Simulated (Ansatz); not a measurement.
Simulated powder pattern, Cu Kα, λ = 1.54184 Å (kinematic, ideal powder, no thermal factors, no anomalous dispersion; the 30 strongest lines at most, above 1 %, up to 2θ = 90°):

```json
[
 {"2θ (°)": "23.47", "I/Imax (%)": "100"},
 {"2θ (°)": "38.79", "I/Imax (%)": "80"},
 {"2θ (°)": "45.84", "I/Imax (%)": "49"},
 {"2θ (°)": "56.02", "I/Imax (%)": "13"},
 {"2θ (°)": "61.57", "I/Imax (%)": "20"},
 {"2θ (°)": "70.23", "I/Imax (%)": "26"},
 {"2θ (°)": "75.19", "I/Imax (%)": "14"},
 {"2θ (°)": "83.24", "I/Imax (%)": "8.3"},
 {"2θ (°)": "88.00", "I/Imax (%)": "15"}
]
```

The pattern belongs to a structure relaxed with PBEsol (plane waves, PAW; program Ansatz).

Problem. Which compound is it?
A. Pd, diamond
B. In, diamond
C. InSb, NiAs type
D. InAs, zinc blende

Solution. B, In, diamond

Problem. Give the lattice parameters.

Solution. a = 6.566 Å.

Space group Fd-3m (diamond). The start of the workflow was typed in or built on a structure type; neither database checked (COD, Materials Project) lists it. It is not the phase usual at ambient conditions (space group No. 139). The cell was relaxed with PBEsol under the symmetry of its start. At this level the phase is mechanically unstable. The volume moved by -16 % from the start of the relaxation.

Potentials: the earlier of the program's two PAW sets.
